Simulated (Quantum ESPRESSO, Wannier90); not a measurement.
# SnAs (rock salt): Wannier90 run

```
CELL_PARAMETERS angstrom
      0.00000     2.87687     2.87687
      2.87687     0.00000     2.87687
      2.87687     2.87687     0.00000
ATOMIC_POSITIONS crystal
  Sn 0.50000 0.50000 0.50000
  As 0.00000 0.00000 0.00000
```

Structure: Materials Project mp-2182, symmetrised, not relaxed again. COD (Crystallography Open Database) has an entry of this formula and space group (matched by these alone). Method: LDA plane waves in Quantum ESPRESSO 7.5 (PseudoDojo norm-conserving files, 64 Ry, no spin polarisation, no spin-orbit coupling), Bloch states on a 10×10×10 mesh through Γ, Wannier90 4.0.1. Density: 10×10×10 mesh, cold smearing 0.01 Ry. Spin-orbit coupling is left out although heavy elements are present.

Base run: 8 functions from bands 11-25 of the 25 computed, start hydrogen-like Sn: s;p; As: s;p, centres 0.05 Å off the atoms, frozen window up to 1.50 eV relative to the Fermi level, outer window open. One thing is changed at a time; window edges are relative to the Fermi level. The misfit compares interpolated bands with pw.x on a high-symmetry path, for states up to 1.0 eV relative to the Fermi level. Converged means that the tolerances were met: symmetric starts can stop on a saddle, which shows as a larger Ω_OD at equal Ω_I and can move the misfit too.

```json
[
 {"setting": "base", "functions": "8", "frozen to (eV)": "1.50", "Ω_I (Å²)": "11.33", "Ω_D (Å²)": "0.00", "Ω_OD (Å²)": "2.69", "rms misfit (meV)": "2.9", "worst (meV)": "23", "ended": "converged"},
 {"setting": "frozen window to 2.50 eV", "functions": "8", "frozen to (eV)": "2.50", "Ω_I (Å²)": "11.90", "Ω_D (Å²)": "0.00", "Ω_OD (Å²)": "2.69", "rms misfit (meV)": "1.7", "worst (meV)": "11", "ended": "converged"},
 {"setting": "frozen window to 0.50 eV", "functions": "8", "frozen to (eV)": "0.50", "Ω_I (Å²)": "11.04", "Ω_D (Å²)": "0.00", "Ω_OD (Å²)": "2.68", "rms misfit (meV)": "39", "worst (meV)": "323", "ended": "converged"},
 {"setting": "frozen window to 5.45 eV", "functions": "8", "frozen to (eV)": "5.45", "Ω_I (Å²)": "–", "Ω_D (Å²)": "–", "Ω_OD (Å²)": "–", "rms misfit (meV)": "–", "worst (meV)": "–", "ended": "stops: too many frozen states"},
 {"setting": "no frozen window", "functions": "8", "frozen to (eV)": "none", "Ω_I (Å²)": "9.65", "Ω_D (Å²)": "0.00", "Ω_OD (Å²)": "2.61", "rms misfit (meV)": "273", "worst (meV)": "1130", "ended": "converged"},
 {"setting": "outer window to 6.45 eV", "functions": "8", "frozen to (eV)": "1.50", "Ω_I (Å²)": "–", "Ω_D (Å²)": "–", "Ω_OD (Å²)": "–", "rms misfit (meV)": "–", "worst (meV)": "–", "ended": "stops: too few bands in the window"},
 {"setting": "outer window to 7.75 eV", "functions": "8", "frozen to (eV)": "1.50", "Ω_I (Å²)": "21.22", "Ω_D (Å²)": "0.23", "Ω_OD (Å²)": "4.83", "rms misfit (meV)": "8.2", "worst (meV)": "46", "ended": "converged"}
]
```

Runs of this sweep that didn't settle are not listed.
